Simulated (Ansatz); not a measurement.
## Kick test of a cell of SiGe7

It was reached by relaxing an invented guess, and it needn't be the stable form of this composition.

Method: Ansatz 0.2.0, DFT PBE, scalar-relativistic, plane waves, PAW. Cutoff 420 eV; k points 10×10×4 on the computed 8-atom cell (Γ-centred); Gaussian smearing, width 0.01 eV; no spin polarisation.

The cell below (8 atoms, space group P-4m2 (No. 115)) is relaxed within its symmetry.

```
Si Ge
1.0
     4.04500    0.00000    0.00000
     0.00000    4.04500    0.00000
     0.00000    0.00000   11.43565
Si Ge
1 7
Cartesian
  0.0000 0.0000 0.0000
  0.0000 2.0225 10.0598
  2.0225 2.0225 8.6087
  2.0225 0.0000 7.1641
  0.0000 0.0000 5.7178
  2.0225 0.0000 1.3759
  2.0225 2.0225 2.8269
  0.0000 2.0225 4.2716
```

For the test it was strained at random (σ = 1.5 % a component), the atoms were moved at random (σ = 0.10 Å), and all was relaxed again on a coarse 6×6×2 mesh (in the run’s order of axes) with 0.20 eV smearing, with no symmetry imposed.

Q: Does it come back?

A: It returns, within 1 meV/atom of the unmoved cell on that mesh and with the same symmetry when read at 0.1 Å. So it is stable against the distortions that fit this cell and that this random move excites. Modes that don't fit the cell aren't tested.
